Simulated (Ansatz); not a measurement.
Hf₃Cu₄Si₂:
```cif
data_Cu4Hf3Si2
_chemical_formula_sum 'Hf3 Si2 Cu4'
_space_group_name_H-M_alt 'P 1'
_space_group_IT_number 1
_cell_length_a 6.26590
_cell_length_b 6.26590
_cell_length_c 3.95948
_cell_angle_alpha 90.000
_cell_angle_beta 90.000
_cell_angle_gamma 120.000
loop_
_space_group_symop_operation_xyz
  'x, y, z'
loop_
_atom_site_label
_atom_site_type_symbol
_atom_site_fract_x
_atom_site_fract_y
_atom_site_fract_z
_atom_site_occupancy
Hf1 Hf 0.00000 0.58693 0.50000 1
Hf2 Hf 0.58693 0.00000 0.50000 1
Hf3 Hf 0.41307 0.41307 0.50000 1
Si1 Si 0.66667 0.33333 0.00000 1
Si2 Si 0.33333 0.66667 0.00000 1
Cu1 Cu 0.24672 0.00000 0.00000 1
Cu2 Cu 0.75328 0.75328 0.00000 1
Cu3 Cu 0.00000 0.24672 0.00000 1
Cu4 Cu 0.00000 0.00000 0.50000 1
```

Relaxed with r²SCAN.

Which orbitals make up the states near the Fermi level in plane-wave PAW r²SCAN (Ansatz code)?

Within 0.5 eV of the Fermi level: Hf 5d 63 %, Cu 3d 13 %, Si 3p 8 %, outside the projected shells 8 %. Projections are on Löwdin-orthogonalised atomic valence shells; empty p or d shells of many metals are not among them.

Tabulate the density of states.

States/eV per cell of 9 atoms, in 0.25 eV bins, energy from the Fermi level.

| E (eV) | total | Cu 3d | Hf 5d | Si 3p |
|---|---|---|---|---|
| -7.85 | 0.08 | 0.00 | 0.00 | 0.02 |
| -7.60 | 0.43 | 0.01 | 0.03 | 0.09 |
| -7.35 | 0.75 | 0.03 | 0.07 | 0.14 |
| -7.10 | 1.28 | 0.07 | 0.16 | 0.20 |
| -6.85 | 1.55 | 0.09 | 0.24 | 0.27 |
| -6.60 | 1.90 | 0.13 | 0.36 | 0.36 |
| -6.35 | 2.22 | 0.20 | 0.46 | 0.50 |
| -6.10 | 2.00 | 0.28 | 0.41 | 0.62 |
| -5.85 | 3.32 | 0.59 | 0.66 | 1.07 |
| -5.60 | 3.95 | 0.94 | 0.83 | 1.15 |
| -5.35 | 5.07 | 1.61 | 0.98 | 1.23 |
| -5.10 | 5.40 | 2.64 | 0.86 | 0.80 |
| -4.85 | 5.89 | 3.79 | 0.63 | 0.78 |
| -4.60 | 12.53 | 9.00 | 1.20 | 1.31 |
| -4.35 | 19.04 | 16.31 | 1.28 | 0.77 |
| -4.10 | 18.65 | 15.24 | 1.32 | 1.55 |
| -3.85 | 17.85 | 14.12 | 1.43 | 1.71 |
| -3.60 | 19.80 | 17.35 | 1.06 | 0.76 |
| -3.35 | 27.34 | 24.64 | 1.31 | 0.58 |
| -3.10 | 17.53 | 14.71 | 1.27 | 0.78 |
| -2.85 | 13.24 | 10.86 | 1.02 | 0.73 |
| -2.60 | 7.91 | 5.24 | 1.04 | 0.85 |
| -2.35 | 7.22 | 4.03 | 1.36 | 1.10 |
| -2.10 | 6.45 | 2.89 | 1.71 | 1.17 |
| -1.85 | 7.54 | 2.60 | 2.52 | 1.44 |
| -1.60 | 5.32 | 1.50 | 1.72 | 1.17 |
| -1.35 | 5.58 | 1.45 | 2.03 | 1.14 |
| -1.10 | 6.49 | 1.47 | 2.85 | 1.15 |
| -0.85 | 4.94 | 0.95 | 2.55 | 0.66 |
| -0.60 | 3.67 | 0.57 | 2.15 | 0.32 |
| -0.35 | 2.97 | 0.45 | 1.80 | 0.29 |
| -0.10 | 2.39 | 0.34 | 1.49 | 0.17 |
| 0.15 | 2.89 | 0.37 | 1.85 | 0.24 |
| 0.40 | 3.02 | 0.32 | 2.02 | 0.26 |
| 0.65 | 3.41 | 0.32 | 2.45 | 0.22 |
| 0.90 | 3.13 | 0.27 | 2.22 | 0.22 |
| 1.15 | 6.36 | 0.49 | 4.55 | 0.36 |
| 1.40 | 7.06 | 0.53 | 5.14 | 0.35 |
| 1.65 | 4.62 | 0.32 | 3.39 | 0.18 |
| 1.90 | 2.02 | 0.11 | 1.48 | 0.09 |
| 2.15 | 2.36 | 0.11 | 1.72 | 0.17 |
| 2.40 | 4.93 | 0.22 | 3.64 | 0.27 |
| 2.65 | 5.77 | 0.25 | 4.06 | 0.28 |
| 2.90 | 6.16 | 0.19 | 4.34 | 0.28 |
| 3.15 | 3.81 | 0.11 | 2.35 | 0.29 |
| 3.40 | 5.87 | 0.20 | 3.45 | 0.50 |
| 3.65 | 3.76 | 0.10 | 1.91 | 0.45 |
| 3.90 | 2.91 | 0.07 | 1.43 | 0.41 |
| 4.15 | 4.46 | 0.10 | 2.20 | 0.64 |
| 4.40 | 3.96 | 0.08 | 1.93 | 0.49 |
| 4.65 | 5.70 | 0.09 | 2.79 | 0.66 |

Space group P-62m. The workflow started from a Materials Project entry (that database holds measured and hypothetical structures alike); the Crystallography Open Database copy checked does not list it. Whether it is the stable phase at ambient conditions was not checked. The r²SCAN relaxation kept the symmetry of its start; its stability against distortions is not shown here. The run is not spin-polarised. Scalar-relativistic: spin–orbit coupling is off unless named, which matters more the heavier the elements.

Potentials: the earlier of the program's two PAW sets.
